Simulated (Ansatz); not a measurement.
SrO:
```xyz
4
Lattice="4.2627 0.0000 0.0000 -2.1313 3.6916 0.0000 0.0000 0.0000 5.1383" Properties=species:S:1:pos:R:3 pbc="T T T"
Sr     0.0000     2.4611     3.8537
Sr     2.1313     1.2305     1.2846
O      0.0000     2.4611     1.2846
O      2.1313     1.2305     3.8537
```

Relaxed with HSE06.

**Question.** Give the Bader charges and basin volumes of the independent atoms, the program Ansatz at the HSE06 level (PAW).

**Answer.** 

```tsv
atom	Bader charge (e)	Bader volume (Å³)
Sr1	+1.54	19.2
O3	-1.54	21.3
```

Space group P6_3/mmc. The workflow started from a Materials Project entry (that database holds measured and hypothetical structures alike); the Crystallography Open Database copy checked does not list it. It is not the phase usual at ambient conditions (space group No. 225). Symmetry was held in the HSE06 relaxation; its stability against distortions is not shown here.

Potentials: the later of the program's two PAW sets.
